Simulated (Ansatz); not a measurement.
One crystal and one scan (generalised stacking-fault energy along a line) at two levels, PBE (plane waves to 420 eV, PAW, scalar-relativistic; Ansatz, a first-principles code) and PBEsol (plane waves to 420 eV, PAW, scalar-relativistic; Ansatz), each from its own relaxed cell and on its own mesh.

The crystal is ZnSe (zinc blende); the crystal slips on the {111} plane, shuffle cut by s times a lattice vector of 7.02 Å, atoms relaxing along the normal only, γ being the energy change per area.

E is the zero-smearing estimate. ZnSe was relaxed with its symmetry unable to fall. Faults lie only 9.8 Å apart, and holding the cell height raises γ above its relaxed value. Faults lie only 9.9 Å apart, and holding the cell height raises γ above its relaxed value. Both scans cover s from 0.000 to 0.917.

```json
[
 {"quantity": "Lattice constant a (Å)", "run 1": "5.634", "run 2": "5.733"},
 {"quantity": "Band gap of the relaxed cell, no spin-orbit coupling (eV)", "run 1": "1.24", "run 2": "1.15"},
 {"quantity": "Highest computed γ on the line (mJ/m²)", "run 1": "1134", "run 2": "1062"},
 {"quantity": "γ at the local minimum along the line, s = 0.583 (mJ/m²)", "run 1": "718", "run 2": "712"},
 {"quantity": "Steepest slope dγ/d(shift) before the first maximum (spline) (GPa)", "run 1": "8.9", "run 2": "8.1"}
]
```

**Question.** Which run is which level?

**Answer.** Run 2 is PBE, run 1 is PBEsol. PBE gives the higher value for: lattice constant a. PBE gives the lower value for: band gap of the relaxed cell, no spin-orbit coupling; highest computed γ on the line; steepest slope dγ/d(shift) before the first maximum. They agree on: γ at the local minimum along the line, s = 0.583 (within 1.5 %). Both give the same position of the highest point: s = 0.333.

(The slope of γ gives the shear force per area between the displaced halves; near zero shift its curvature is an elastic stiffness.)
